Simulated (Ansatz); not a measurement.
The relaxed structure here is a generated cell of PbS: the first start was made by placing the elements on the sites of a structure type, and the end was not matched to a known phase here, so it may be hypothetical. Known forms of PbS include space group No. 225.

A relaxed structure of PbS. All values below come from PBEsol (plane waves to 420 eV, PAW, scalar-relativistic; Ansatz, a quantum-chemistry and plane-wave program).

```cif
data_Pb6S6
_chemical_formula_sum 'Pb6 S6'
_space_group_name_H-M_alt 'P 1'
_space_group_IT_number 1
_cell_length_a 4.13200
_cell_length_b 4.13200
_cell_length_c 20.88439
_cell_angle_alpha 90.000
_cell_angle_beta 90.000
_cell_angle_gamma 120.000
loop_
_space_group_symop_operation_xyz
  'x, y, z'
loop_
_atom_site_label
_atom_site_type_symbol
_atom_site_fract_x
_atom_site_fract_y
_atom_site_fract_z
_atom_site_occupancy
Pb1 Pb 0.00000 0.00000 0.25000 1
Pb2 Pb 0.00000 0.00000 0.75000 1
Pb3 Pb 0.33333 0.66667 0.58231 1
Pb4 Pb 0.66667 0.33333 0.08231 1
Pb5 Pb 0.66667 0.33333 0.41769 1
Pb6 Pb 0.33333 0.66667 0.91769 1
S1 S 0.00000 0.00000 0.00000 1
S2 S 0.00000 0.00000 0.50000 1
S3 S 0.33333 0.66667 0.16461 1
S4 S 0.66667 0.33333 0.66461 1
S5 S 0.66667 0.33333 0.83539 1
S6 S 0.33333 0.66667 0.33539 1
```

**Question.** Find the space group and the Wyckoff positions (tolerance 0.01 Å).

**Answer.** Space group P6₃/mmc (No. 194); a = b = 4.1320 Å, c = 20.8844 Å, α = β = 90.00°, γ = 120.00°

```
atom  site  symmetry       x       y       z
----  ----  --------  ------  ------  ------
Pb      2b      -6m2  0.0000  0.0000  0.2500
Pb      4f       3m.  0.6667  0.3333  0.0823
S       2a      -3m.  0.0000  0.0000  0.0000
S       4f       3m.  0.3333  0.6667  0.1646
```

This is the AFLOW prototype AB_hP12_194_af_bf (as in MoC).

**Question.** Give the shortest distances between elements (the closest pairs, up to four, under 3.6 Å).

**Answer.** Pb–S 2.94 Å; S–S 3.57 Å.

| Quantity | Result |
|---|---|
| Volume per atom | 25.73 Å³ |
| Band gap | 0.11 eV, indirect (valence top at Γ, conduction bottom at M) (no spin-orbit coupling) |
| Smallest direct gap | 0.17 eV at k = (0, -0.5, 0) |

No spin polarisation in the result. Spin-orbit coupling is missing; with elements this heavy it can move band edges by tenths of an eV or more.

The run could not lose the symmetry of its start: the end is stationary, and may be a saddle point rather than a minimum.
